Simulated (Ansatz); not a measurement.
**KZnF₃: the gap from level to level**

A database entry relaxed whole under r2SCAN at zero pressure (Pm-3m, No. 221):

```
K Zn F
1.0
     4.04758    0.00000    0.00000
     0.00000    4.04758    0.00000
     0.00000    0.00000    4.04758
K Zn F
1 1 3
Direct
  0.00000 0.00000 0.00000
  0.50000 0.50000 0.50000
  0.50000 0.50000 0.00000
  0.00000 0.50000 0.50000
  0.50000 0.00000 0.50000
```

Its volume is 13.26 Å³ an atom, -0.2 % against the entry's 13.29, which is old or was flagged in a check.

Single points on this cell with plane-wave PAW DFT (Ansatz 0.2.0; r2SCAN 500 eV, hybrids 420 eV; fermi-dirac occupations of width 0.020 eV; no moments): r2SCAN on a 8×8×8 Γ-centred mesh; HSE06 on a 6×6×6 Γ-centred mesh; PBE0 on a 6×6×6 Γ-centred mesh.

Q: How do gap, pressure and charges move from level to level?

A: The runs give:

```json
{"level": "r2SCAN", "gap (eV), or kind": "4.63", "pressure (GPa)": "0.0", "Bader charge of K (e)": "+0.90", "Bader charge of Zn (e)": "+1.52", "Bader charge of F (e)": "-0.81"}
{"level": "HSE06", "gap (eV), or kind": "6.35", "pressure (GPa)": "2.0", "Bader charge of K (e)": "+0.90", "Bader charge of Zn (e)": "+1.53", "Bader charge of F (e)": "-0.81"}
{"level": "PBE0", "gap (eV), or kind": "7.10", "pressure (GPa)": "1.7", "Bader charge of K (e)": "+0.90", "Bader charge of Zn (e)": "+1.53", "Bader charge of F (e)": "-0.81"}
```

Under r2SCAN the gap is 4.63 eV, over mesh and band path. HSE06 moves it by +1.72 eV and PBE0 by +2.47 eV; PBE0 keeps its exact exchange at long range, which widens the gap over HSE06's by 0.75 eV on their common mesh.

Caveats: the relaxation kept the start's symmetry; HSE06 is read on its mesh and at the zone's corners, PBE0 on its mesh alone; hybrid pressures are good to a few tenths of a GPa; pressure is positive in compression.
